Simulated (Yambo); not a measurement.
Quantum ESPRESSO input (LDA, PseudoDojo standard norm-conserving files, scalar-relativistic) whose wavefunctions are converted with p2y:

```
&CONTROL
  calculation = 'nscf'
  pseudo_dir = './pseudo'
  outdir = './out'
/
&SYSTEM
  ibrav = 0
  nat = 3
  ntyp = 2
  ecutwfc = 84.0
  ecutrho = 336.0
  occupations = 'fixed'
  force_symmorphic = .true.
  nbnd = 95
  assume_isolated = '2D'
/
&ELECTRONS
  conv_thr = 3.0000000000000004e-09
  diago_full_acc = .true.
  diago_thr_init = 1e-08
/
ATOMIC_SPECIES
S 32.0600 S.upf
Pt 195.0840 Pt.upf
CELL_PARAMETERS angstrom
  3.512501323822   0.000000000000   0.000000000000
 -1.756250661911   3.041915377257   0.000000000000
  0.000000000000   0.000000000000  15.500000000000
ATOMIC_POSITIONS crystal
S   0.333333333000   0.666666667000   0.078121820600
S   0.666666666333   0.333333333667  -0.078121820600
Pt  -0.000000000000   0.000000000333   0.000000000000
K_POINTS automatic
3 3 1 0 0 0
```

Yambo's initialisation report on symmetry, reciprocal space, the k grid and the gaps on this mesh:

```
  [02.02] Symmetries
  ==================

  Inversion symmetry    : yes
  Spatial inversion     : yes
  Inversion index       :   7
  K-space Time-reversal : no
  Magnetic symmetries   : no
  Group table correct   : yes
  Symmetries units      :  [cc]

  [02.03] Reciprocal space
  ========================

  nG shells         :   5338
  nG charge         :  116421
  nG WFs            :  17639
  nC WFs            :  14533
  G-vecs. in first 80 shells:  [ Number ]
     1    3    5    7    9   11   17   29   41
    53   55   67   69   81   93   95  107  113
   125  127  139  151  163  175  177  189  195
   207  219  231  243  255  267  269  281  293
    305   317   329   331   343   355   367   379   381
    393   405   417   441   453   477   501   513   515
    539   551   563   587   611   623   635   647   649
    673   679   691   703   715   739   751   763   775
    787   789   801   825   837   849   861   885
  ...
  Shell energy in first 80 shells:  [ mHa ]
     0.0000   23.0075   92.0298  207.0671  368.1193  575.1864  597.3622  620.3697  689.3920
    804.429      828.268      965.482      1127.37      1172.55      1425.63      1472.48      1724.73      1792.09
    1815.09      1863.60      1884.12      1999.15      2069.84      2160.21      2300.75      2367.27      2389.45
    2412.46      2460.97      2481.48      2596.52      2620.36      2757.57      2783.90      2898.11      2919.45
    2964.64      3217.72      3264.56      3313.07      3381.26      3516.81      3655.69      3861.93      3888.26
    3910.44      4092.83      4181.54      4204.54      4253.05      4273.57      4388.60      4485.62      4509.46
    4549.65      4575.99      4690.19      4756.72      5009.80      5105.16      5106.82      5173.35      5176.68
    5308.90      5376.26      5399.27      5468.29      5583.33      5654.01      5680.35      5702.52      5744.38
    5774.04      5889.91      5951.45      6045.14      6204.53      6277.71      6301.55      6482.28
  ...

  [02.04] K-grid lattice
  ======================

  Compatible Grid is   : 2D
  Base K vectors       :  K_min[ 1 ]  K_min[ 2 ]  K_min[ 3 ]
  K_min[ 1 ] :  0.33333      0.74163E-13   0.0000     [rlu]
  K_min[ 2 ] :  0.27204E-16  0.33333       0.0000     [rlu]
  Grid dimensions      :  3  3
  K lattice UC volume  :  0.024661 [a.u.]

  IBZ K-points                                      :  3
  BZ  K-points                                      :   9

  K/Q-points units:
  rlu = crystal or reduced units; cc = cartesian coordinates; iku = interal k-units

  K [1]          [rlu]:  0.000000  0.000000  0.000000
         WF components:  14533
  K [2]          [rlu]:  0.000000  0.333333  0.000000
         WF components:  14517
  K [3]          [rlu]:  0.333333  0.333333  0.000000
         WF components:  14520

  [02.05] Energies & Occupations
  ==============================

  [X] === General ===
  [X] Electronic Temperature                        :  0.000000  0.000000 [eV K]
  [X] Bosonic    Temperature                        :  0.000000  0.000000 [eV K]
  [X] Finite Temperature mode                       : no
  [X] El. density                                   :  0.18114E+24 [cm-3]
  [X] Fermi Level                                   : -6.803678 [eV]

  [X] === Gaps and Widths ===
  [X] Conduction Band Min                           :  2.459565 [eV]
  [X] Valence Band Max                              :  0.000000 [eV]
  [X] Filled Bands                                  :  15
  [X] Empty Bands                                   :   16   95
  [X] Direct Gap                                    :  2.659745 [eV]
  [X] Direct Gap localized at k                     :  2
  [X] Indirect Gap                                  :  2.459565 [eV]
  [X] Indirect Gap between kpts                     :  1  3
  [X] Last valence band width                       :  0.456701 [eV]
  [X] 1st conduction band width                     :  1.204177 [eV]
```
The gaps are LDA values on this mesh alone; only operations without fractional translations are kept.

Spin-orbit coupling is not included.

Geometry relaxed with LDA.
